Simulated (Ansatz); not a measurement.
## Chalcopyrite alloy of ZnSiP2 and CdSiP2 (2 of 16 Zn sites exchanged), 64 atoms

Ansatz, PAW, plane waves. PBEsol relaxation of cell lengths and atoms (angles held) at the single k point (¼, ¼, ¼) without its symmetry partners; single points on the relaxed atoms at the single k point (¼, ¼, ¼) without its symmetry partners, onto which points of the small cell's zone fold. Arrangement: random. No spin–orbit coupling unless named.

Relaxed structure:

```yaml
crystal:
  lattice:
    - [10.77215, -0.00005, -0.00002]
    - [-0.00005, 10.77384, -0.00002]
    - [-0.00001, -0.00001, 10.46436]
  atoms:
    - { symbol: Zn, position: [0.99921, 0.00049, 0.00105] }
    - { symbol: Zn, position: [0.99736, 0.50178, 0.00223] }
    - { symbol: Zn, position: [0.49920, 0.00098, 0.00053] }
    - { symbol: Zn, position: [0.50117, 0.49866, 0.00281] }
    - { symbol: Zn, position: [0.00153, 0.25092, 0.24865] }
    - { symbol: Zn, position: [0.99991, 0.74939, 0.25053] }
    - { symbol: Zn, position: [0.49810, 0.24818, 0.24906] }
    - { symbol: Zn, position: [0.49987, 0.74970, 0.25008] }
    - { symbol: Zn, position: [0.24975, 0.99994, 0.75065] }
    - { symbol: Zn, position: [0.75147, 0.99803, 0.75248] }
    - { symbol: Zn, position: [0.74819, 0.50173, 0.75273] }
    - { symbol: Zn, position: [0.24758, 0.24884, 0.49855] }
    - { symbol: Zn, position: [0.25033, 0.75229, 0.49889] }
    - { symbol: Zn, position: [0.74903, 0.75037, 0.50038] }
    - { symbol: Si, position: [0.00189, 0.99843, 0.49867] }
    - { symbol: Si, position: [0.00087, 0.50308, 0.49898] }
    - { symbol: Si, position: [0.49798, 0.99821, 0.49981] }
    - { symbol: Si, position: [0.49988, 0.50255, 0.49772] }
    - { symbol: Si, position: [0.25036, 0.00030, 0.25031] }
    - { symbol: Si, position: [0.24995, 0.50096, 0.24953] }
    - { symbol: Si, position: [0.75000, 0.99864, 0.24833] }
    - { symbol: Si, position: [0.74967, 0.50287, 0.24752] }
    - { symbol: Si, position: [0.24976, 0.24861, 0.00204] }
    - { symbol: Si, position: [0.25030, 0.75289, 0.00117] }
    - { symbol: Si, position: [0.75008, 0.25033, 0.99983] }
    - { symbol: Si, position: [0.75037, 0.75087, 0.99914] }
    - { symbol: Si, position: [0.00015, 0.24848, 0.75163] }
    - { symbol: Si, position: [0.99789, 0.75295, 0.74924] }
    - { symbol: Si, position: [0.50036, 0.24790, 0.75026] }
    - { symbol: Si, position: [0.50220, 0.75336, 0.75043] }
    - { symbol: P, position: [0.13302, 0.12397, 0.12573] }
    - { symbol: P, position: [0.13265, 0.62554, 0.12418] }
    - { symbol: P, position: [0.63260, 0.12504, 0.12494] }
    - { symbol: P, position: [0.63285, 0.62653, 0.12368] }
    - { symbol: P, position: [0.11685, 0.12422, 0.62470] }
    - { symbol: P, position: [0.11262, 0.63313, 0.61901] }
    - { symbol: P, position: [0.61222, 0.11564, 0.63144] }
    - { symbol: P, position: [0.61672, 0.62518, 0.62532] }
    - { symbol: P, position: [0.36642, 0.37432, 0.12500] }
    - { symbol: P, position: [0.36743, 0.87586, 0.12595] }
    - { symbol: P, position: [0.86633, 0.37499, 0.12560] }
    - { symbol: P, position: [0.86723, 0.87359, 0.12439] }
    - { symbol: P, position: [0.37389, 0.11699, 0.37513] }
    - { symbol: P, position: [0.37280, 0.61904, 0.37499] }
    - { symbol: P, position: [0.88069, 0.11131, 0.36797] }
    - { symbol: P, position: [0.87324, 0.61760, 0.37451] }
    - { symbol: P, position: [0.12453, 0.38370, 0.37468] }
    - { symbol: P, position: [0.12615, 0.88165, 0.37384] }
    - { symbol: P, position: [0.61838, 0.38947, 0.36625] }
    - { symbol: P, position: [0.62439, 0.88241, 0.37462] }
    - { symbol: P, position: [0.11802, 0.36089, 0.88330] }
    - { symbol: P, position: [0.12386, 0.86810, 0.87495] }
    - { symbol: P, position: [0.62396, 0.36665, 0.87477] }
    - { symbol: P, position: [0.62584, 0.86936, 0.87605] }
    - { symbol: P, position: [0.38895, 0.36772, 0.61670] }
    - { symbol: P, position: [0.38096, 0.87402, 0.62522] }
    - { symbol: P, position: [0.89014, 0.38357, 0.63345] }
    - { symbol: P, position: [0.88109, 0.87663, 0.62389] }
    - { symbol: P, position: [0.37368, 0.13306, 0.87537] }
    - { symbol: P, position: [0.38311, 0.64042, 0.88306] }
    - { symbol: P, position: [0.87357, 0.13162, 0.87496] }
    - { symbol: P, position: [0.87458, 0.63371, 0.87470] }
    - { symbol: Cd, position: [0.25165, 0.50022, 0.75187] }
    - { symbol: Cd, position: [0.75030, 0.25225, 0.50179] }
```

Q: What are the mean bond lengths by pair (pairs within 1.2 times the sum of covalent radii, less contacts 15 % beyond the pair's median; cation–cation pairs of compounds aside; long ionic contacts are cut short by that bound)?

A: Cd–P 2.492 ± 0.005 Å (standard deviation, 8 bonds); P–Si 2.255 ± 0.009 Å (standard deviation, 64 bonds); P–Zn 2.352 ± 0.008 Å (standard deviation, 56 bonds).

Q: What gap lies between the top filled and the lowest empty level in the single points?

A: HSE06 2.64 eV (28 s on NVIDIA GB300). Away from Γ this isn't the crystal's band gap.
